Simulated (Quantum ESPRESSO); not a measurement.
Cu2Ga3PtRuMo, finding a planted mistake in a log

A calculation, not a measurement. The program is pw.x of Quantum ESPRESSO 7.5 (plane-wave density functional theory). The cell is made up: eight metal atoms on a face-centred cubic lattice, with elements, volume, strain and displacements drawn at random and not relaxed, so it may be unstable or far from any real phase. PseudoDojo standard norm-conserving files set the functional (PBE unless stated); there is no spin polarisation or spin-orbit coupling, the Fermi-Dirac width of 0.25 eV means electrons at about 2900 K, and the masses in the input are unused placeholders. The copper pseudopotential is less sure than most, with forces differing by about three percent and pressure by about two GPa from a second method on plain copper. Heavy elements are run without spin-orbit coupling, which real alloys of them have. A spin test at this wide smearing found no moment, but such smearing suppresses magnetism that the real alloy may have.

Intended input:

```
&control calculation='scf', pseudo_dir='./dojo.nc.sr.pbe.v0_5.standard.upf', outdir='./o', disk_io='minimal', tprnfor=.true., tstress=.true. /
&system ibrav=0, nat=8, ntyp=5, nbnd=75, ecutwfc=92.02030273, nosym=.true., tot_charge=0,
 occupations='smearing', smearing='fd', degauss=0.0183746611
/
&electrons conv_thr=1.470e-08, electron_maxstep=70, mixing_beta=0.5 /
ATOMIC_SPECIES
Cu 1.0 Cu.upf
Ga 1.0 Ga.upf
Mo 1.0 Mo.upf
Pt 1.0 Pt.upf
Ru 1.0 Ru.upf
CELL_PARAMETERS angstrom
-0.0513 -0.0078 -3.8014
3.8926 0.0114 0.0513
-0.0229 -7.814 -0.0155
ATOMIC_POSITIONS angstrom
Cu 0.0193 0.0101 0.0236
Ga 0.0023 -3.9229 -0.004
Cu 1.9601 -1.9807 0.02
Pt 1.9151 -5.8192 -0.0069
Ga -0.0583 -1.9896 -1.9209
Ru -0.0008 -5.8756 -1.9309
Mo 1.9595 -0.0455 -1.8617
Ga 1.8922 -3.8607 -1.8763
K_POINTS automatic
6 6 3 1 1 1
```

The log is shortened where brackets say so; the opening notice, blank lines, dates and the lines on written files are dropped, and the path of the files is cut. It prints rydbergs, bohrs and kilobars, and counts compression as positive stress. Its total energy is the free energy E - TS of the whole cell.

Log of the intended run:

```
     Program PWSCF v.7.5
     Parallel version (MPI & OpenMP), running on       4 processor cores
     Number of MPI processes:                 4
     Threads/MPI process:                     1
     [start-up lines left out]
     bravais-lattice index     =            0
     lattice parameter (alat)  =       7.1843  a.u.
     unit-cell volume          =     780.1367 (a.u.)^3
     number of atoms/cell      =            8
     number of atomic types    =            5
     number of electrons       =       125.00
     number of Kohn-Sham states=           75
     kinetic-energy cutoff     =      92.0203  Ry
     charge density cutoff     =     368.0812  Ry
     scf convergence threshold =      1.5E-08
     mixing beta               =       0.5000
     number of iterations used =            8  plain     mixing
     Exchange-correlation= PBE
                           (   1   4   3   4   0   0   0)
     [axes and pseudopotential details left out]
   Cartesian axes
     site n.     atom                  positions (alat units)
         1        Cu     tau(   1) = (   0.0050766   0.0026567   0.0062077  )
         2        Ga     tau(   2) = (   0.0006050  -1.0318658  -0.0010521  )
         3        Cu     tau(   3) = (   0.5155778  -0.5209963   0.0052607  )
         4        Pt     tau(   4) = (   0.5037412  -1.5306618  -0.0018150  )
         5        Ga     tau(   5) = (  -0.0153350  -0.5233374  -0.5052668  )
         6        Ru     tau(   6) = (  -0.0002104  -1.5454971  -0.5078971  )
         7        Mo     tau(   7) = (   0.5154200  -0.0119682  -0.4896950  )
         8        Ga     tau(   8) = (   0.4977176  -1.0155049  -0.4935353  )
     number of k points=    54  Fermi-Dirac smearing, width (Ry)=  0.0184
                       cart. coord. in units 2pi/alat
        k(    1) = (   0.0827371  -0.0811638  -0.0842911), wk =   0.0370370
        k(    2) = (   0.0817957   0.2431943  -0.0849439), wk =   0.0370370
     [further k points left out]
     Dense  grid:    92997 G-vectors     FFT dimensions: (  45,  45,  96)
     Estimated max dynamical RAM per process >     363.95 MB
     Estimated total dynamical RAM >       1.36 GB
     Initial potential from superposition of free atoms
     starting charge     124.9890, renormalised to     125.0000
     Starting wfcs are   77 randomized atomic wfcs
     total cpu time spent up to now is        5.3 secs
     per-process dynamical memory:   284.2 Mb
     Self-consistent Calculation
     iteration #  1     ecut=    92.02 Ry     beta= 0.50
     Davidson diagonalization with overlap
     ethr =  1.00E-02,  avg # of iterations =  5.0
     total cpu time spent up to now is       19.7 secs
     total energy              =   -1819.47592935 Ry
     estimated scf accuracy    <       3.01389308 Ry
     iteration #  2     ecut=    92.02 Ry     beta= 0.50
     Davidson diagonalization with overlap
     ethr =  2.41E-03,  avg # of iterations =  3.1
     total cpu time spent up to now is       34.8 secs
     total energy              =   -1818.40236387 Ry
     estimated scf accuracy    <      33.42908203 Ry
     [iterations 3 to 13 left out]
     iteration # 14     ecut=    92.02 Ry     beta= 0.50
     Davidson diagonalization with overlap
     ethr =  1.74E-10,  avg # of iterations =  2.0
     total cpu time spent up to now is      188.7 secs
     total energy              =   -1821.18522954 Ry
     estimated scf accuracy    <       0.00000161 Ry
     iteration # 15     ecut=    92.02 Ry     beta= 0.50
     Davidson diagonalization with overlap
     ethr =  1.74E-10,  avg # of iterations =  2.0
     total cpu time spent up to now is      200.7 secs
     End of self-consistent calculation
     [lines on levels left out]
!    total energy              =   -1821.18522962 Ry
     estimated scf accuracy    <          6.1E-09 Ry
     smearing contrib. (-TS)   =      -0.08326119 Ry
     internal energy E=F+TS    =   -1821.10196843 Ry
     The total energy is F=E-TS. E is the sum of the following terms:
     one-electron contribution =    -714.85311631 Ry
     hartree contribution      =     453.09924438 Ry
     xc contribution           =    -321.40531866 Ry
     ewald contribution        =   -1237.94277784 Ry
     convergence has been achieved in  15 iterations
     Forces acting on atoms (cartesian axes, Ry/au):
     atom    1 type  1   force =     0.00218890   -0.00407073   -0.00596450
     atom    2 type  2   force =    -0.00666373   -0.03621098   -0.00080262
     atom    3 type  1   force =    -0.00206697    0.00573655    0.00143862
     atom    4 type  4   force =     0.01934139   -0.01258967    0.00029720
     atom    5 type  2   force =     0.01000571    0.04513854    0.00217784
     atom    6 type  5   force =    -0.01917676   -0.02914180    0.00814324
     atom    7 type  3   force =    -0.00938695    0.05484811   -0.00275144
     atom    8 type  2   force =     0.00575841   -0.02371002   -0.00253833
     Total force =     0.095481     Total SCF correction =     0.000549
     Computing stress (Cartesian axis) and pressure
          total   stress  (Ry/bohr**3)                   (kbar)     P=       18.30
   0.00021939  -0.00002900  -0.00019116           32.27       -4.27      -28.12
  -0.00002900  -0.00025789   0.00000321           -4.27      -37.94        0.47
  -0.00019116   0.00000321   0.00041166          -28.12        0.47       60.56
     init_run     :      4.92s CPU      5.12s WALL (       1 calls)
     electrons    :    191.04s CPU    195.46s WALL (       1 calls)
     forces       :      1.81s CPU      1.82s WALL (       1 calls)
     stress       :      6.18s CPU      6.19s WALL (       1 calls)
     [timing details left out]
     PWSCF        :   3m24.11s CPU   3m28.81s WALL
     JOB DONE.
```

A second run was made from an input with one planted mistake. Its log:

```
     Program PWSCF v.7.5
     Parallel version (MPI & OpenMP), running on       4 processor cores
     Number of MPI processes:                 4
     Threads/MPI process:                     1
     [start-up lines left out]
     bravais-lattice index     =            0
     lattice parameter (alat)  =       7.0427  a.u.
     unit-cell volume          =     734.9308 (a.u.)^3
     number of atoms/cell      =            8
     number of atomic types    =            5
     number of electrons       =       125.00
     number of Kohn-Sham states=           75
     kinetic-energy cutoff     =      92.0203  Ry
     charge density cutoff     =     368.0812  Ry
     scf convergence threshold =      1.5E-08
     mixing beta               =       0.5000
     number of iterations used =            8  plain     mixing
     Exchange-correlation= PBE
                           (   1   4   3   4   0   0   0)
     [axes and pseudopotential details left out]
   Cartesian axes
     site n.     atom                  positions (alat units)
         1        Cu     tau(   1) = (   0.0050713   0.0026564   0.0061983  )
         2        Ga     tau(   2) = (   0.0006171  -1.0318641  -0.0010465  )
         3        Cu     tau(   3) = (   0.5155833  -0.5210034   0.0052591  )
         4        Pt     tau(   4) = (   0.5037502  -1.5306772  -0.0018246  )
         5        Ga     tau(   5) = (  -0.0153481  -0.5233378  -0.5052796  )
         6        Ru     tau(   6) = (  -0.0002147  -1.5455155  -0.5079092  )
         7        Mo     tau(   7) = (   0.5154223  -0.0119672  -0.4896901  )
         8        Ga     tau(   8) = (   0.4977129  -1.0154964  -0.4935271  )
     number of k points=    54  Fermi-Dirac smearing, width (Ry)=  0.0184
                       cart. coord. in units 2pi/alat
        k(    1) = (   0.0827379  -0.0811626  -0.0842924), wk =   0.0370370
        k(    2) = (   0.0817944   0.2431930  -0.0849411), wk =   0.0370370
     [further k points left out]
     Dense  grid:    87637 G-vectors     FFT dimensions: (  45,  45,  90)
     Estimated max dynamical RAM per process >     343.95 MB
     Estimated total dynamical RAM >       1.28 GB
     Initial potential from superposition of free atoms
     starting charge     124.9890, renormalised to     125.0000
     Starting wfcs are   77 randomized atomic wfcs
     total cpu time spent up to now is        4.8 secs
     per-process dynamical memory:   268.4 Mb
     Self-consistent Calculation
     iteration #  1     ecut=    92.02 Ry     beta= 0.50
     Davidson diagonalization with overlap
     ethr =  1.00E-02,  avg # of iterations =  5.1
     total cpu time spent up to now is       18.4 secs
     total energy              =   -1819.54822494 Ry
     estimated scf accuracy    <       2.88756509 Ry
     iteration #  2     ecut=    92.02 Ry     beta= 0.50
     Davidson diagonalization with overlap
     ethr =  2.31E-03,  avg # of iterations =  3.0
     total cpu time spent up to now is       31.2 secs
     total energy              =   -1818.63898337 Ry
     estimated scf accuracy    <      28.02234672 Ry
     [iterations 3 to 15 left out]
     iteration # 16     ecut=    92.02 Ry     beta= 0.50
     Davidson diagonalization with overlap
     ethr =  3.42E-11,  avg # of iterations =  2.0
     total cpu time spent up to now is      177.4 secs
     total energy              =   -1821.16267736 Ry
     estimated scf accuracy    <       0.00000007 Ry
     iteration # 17     ecut=    92.02 Ry     beta= 0.50
     Davidson diagonalization with overlap
     ethr =  3.42E-11,  avg # of iterations =  2.0
     total cpu time spent up to now is      187.1 secs
     End of self-consistent calculation
     [lines on levels left out]
!    total energy              =   -1821.16267736 Ry
     estimated scf accuracy    <          2.0E-09 Ry
     smearing contrib. (-TS)   =      -0.07720202 Ry
     internal energy E=F+TS    =   -1821.08547534 Ry
     The total energy is F=E-TS. E is the sum of the following terms:
     one-electron contribution =    -675.98237152 Ry
     hartree contribution      =     439.48664999 Ry
     xc contribution           =    -321.76901150 Ry
     ewald contribution        =   -1262.82074231 Ry
     convergence has been achieved in  17 iterations
     Forces acting on atoms (cartesian axes, Ry/au):
     atom    1 type  1   force =     0.00285239   -0.01186837   -0.00758173
     atom    2 type  2   force =    -0.00833965   -0.03110009   -0.00132310
     atom    3 type  1   force =    -0.00301297    0.00068851    0.00165109
     atom    4 type  4   force =     0.02535012   -0.00776647    0.00109306
     atom    5 type  2   force =     0.01292751    0.04480479    0.00278913
     atom    6 type  5   force =    -0.02518315   -0.02653864    0.01005604
     atom    7 type  3   force =    -0.01191972    0.04984261   -0.00328776
     atom    8 type  2   force =     0.00732547   -0.01806235   -0.00339674
     Total force =     0.092801     Total SCF correction =     0.000245
     Computing stress (Cartesian axis) and pressure
          total   stress  (Ry/bohr**3)                   (kbar)     P=      134.92
   0.00102776  -0.00004250  -0.00024658          151.19       -6.25      -36.27
  -0.00004250   0.00045744   0.00000154           -6.25       67.29        0.23
  -0.00024658   0.00000154   0.00126633          -36.27        0.23      186.28
     init_run     :      4.52s CPU      4.72s WALL (       1 calls)
     electrons    :    177.75s CPU    182.27s WALL (       1 calls)
     forces       :      1.71s CPU      1.71s WALL (       1 calls)
     stress       :      6.02s CPU      6.03s WALL (       1 calls)
     [timing details left out]
     PWSCF        :   3m10.09s CPU   3m14.88s WALL
     JOB DONE.
```

Question: the log repeats what the program read. Compare it with the intended run: what was wrong in the second input?

Answer: the cell and the positions are scaled by a wrong factor. The input lines that differ:

```
- -0.0513 -0.0078 -3.8014
- 3.8926 0.0114 0.0513
- -0.0229 -7.814 -0.0155
+ -0.0503 -0.0076 -3.7265
+ 3.8159 0.0112 0.0503
+ -0.0224 -7.6601 -0.0152
- Cu 0.0193 0.0101 0.0236
- Ga 0.0023 -3.9229 -0.004
- Cu 1.9601 -1.9807 0.02
- Pt 1.9151 -5.8192 -0.0069
- Ga -0.0583 -1.9896 -1.9209
- Ru -0.0008 -5.8756 -1.9309
- Mo 1.9595 -0.0455 -1.8617
- Ga 1.8922 -3.8607 -1.8763
+ Cu 0.0189 0.0099 0.0231
+ Ga 0.0023 -3.8456 -0.0039
+ Cu 1.9215 -1.9417 0.0196
+ Pt 1.8774 -5.7046 -0.0068
+ Ga -0.0572 -1.9504 -1.8831
+ Ru -0.0008 -5.7599 -1.8929
+ Mo 1.9209 -0.0446 -1.825
+ Ga 1.8549 -3.7846 -1.8393
```

|  | intended run | run with the mistake |
| --- | --- | --- |
| free energy (eV) | -24778.487 | -24778.181 |
| entropy term -TS, part of it (eV) | -1.133 | -1.050 |
| pressure (GPa) | 1.83 | 13.49 |
| size of the largest force component (eV/Å) | 1.410 | 1.282 |
| largest change of a force component (eV/Å) |  | 0.200 |
| iterations | 15 | 17 |

For scale, a rerun of the intended cell at a higher cutoff and on a denser mesh moved values by no more than 0.002 eV in energy, 0.06 GPa in stress and 0.012 eV/Å in force, and a second program with other atomic files agreed on that cell to 2 % rms in force and 0.5 GPa in pressure.